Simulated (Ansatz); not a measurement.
The elements of this relaxed trial crystal are hidden behind letters.

```
lattice vectors (Å)
  -2.1594    2.1594    9.1498
   2.1594   -2.1594    9.1498
   2.1594    2.1594   -9.1498
fractional positions
X 0.8278 0.8278 0.0000
X 0.5000 0.5000 0.0000
X 0.1722 0.1722 0.0000
Z 0.4139 0.9139 0.5000
Z 0.0861 0.5861 0.5000
Q 0.7500 0.2500 0.5000
```

The calculation used DFT PBE, scalar-relativistic, plane waves, PAW (Ansatz 0.2.0). Settings of the last relaxation (6-atom cell): 420 eV, 10×10×10 k points, Gaussian smearing of 0.02 eV, no spin polarisation.

```
Space group                                 : I-4m2 (No. 119)
Conventional cell                           : a = 4.319 Å, c = 18.300 Å
Volume per atom                             : 28.44 Å³
Density                                     : 5.13 g/cm³
Energy over the elements                    : −0.636 eV/atom
Gap on the 10×10×10 mesh of the 6-atom cell : 0.63 eV
```

Energies are uncorrected and count from the elements' standard states at the same level.

Q: X is a d-block element of period 5, Z is a p-block element of period 4 and Q is a p-block element of period 3. Which elements are they?

A: X = Cd, Z = Se, Q = S, so the formula is Cd3Se2S. Density times volume gives a mean mass of 5.13 × 28.44/1.6605 = 87.9 u per atom, and this set has 87.9 u. Around Cd on a site of symmetry 2mm lie 2 S at 2.59 Å and 2 Se at 2.67 Å; Se has 4 Cd at 2.67 Å; S is surrounded by 4 Cd at 2.59 Å; 1 more site not described. Other sets within the hints have nearly the same mass, so mass alone doesn't settle it; this one was computed.

Kohn–Sham gaps at this level usually fall short of measured ones. Symmetry constrained the relaxation, so the result can be a saddle point.
